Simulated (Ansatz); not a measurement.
Relaxed-ion elastic tensor of C2PtS2 in space group C2/m (No. 12; Pearson symbol mS30) in GPa (Voigt order), PBE+D3(BJ) in the plane-wave PAW code Ansatz; density 5.96 g/cm³, 15.79 Å³ per atom.

```
      1     2     3    4     5    6
-  ----  ----  ----  ---  ----  ---
1   312  85.1   8.9  0.0   2.5  0.0
2  85.1   305  10.8  0.0   1.1  0.0
3   8.9  10.8  31.3  0.0  -1.0  0.0
4   0.0   0.0   0.0  2.4   0.0  1.2
5   2.5   1.1  -1.0  0.0   0.5  0.0
6   0.0   0.0   0.0  1.2   0.0  109
```

Q: Is the crystal mechanically stable?

A: On the edge, within the error: the smallest eigenvalue of C is 0.5 GPa.

Q: Work out the Voigt and Reuss bounds. Is their mean of use?

A: K_V = 95.3, K_R = 28.1; G_V = 58.6, G_R = 1.8 GPa. The bounds lie so far apart that a Hill average or a Debye temperature from it would say little.

The cell is a constructed one: a structure type filled with these elements; neither database checked (COD, Materials Project) lists it. Its standing as an ambient phase is unchecked. The cell was relaxed with PBE+D3(BJ) under the symmetry of its start; whether a distortion lowers the energy is not shown. The run is not spin-polarised. Scalar-relativistic: spin–orbit coupling is off unless named, which matters more the heavier the elements.

Potentials: the later of the program's two PAW sets.
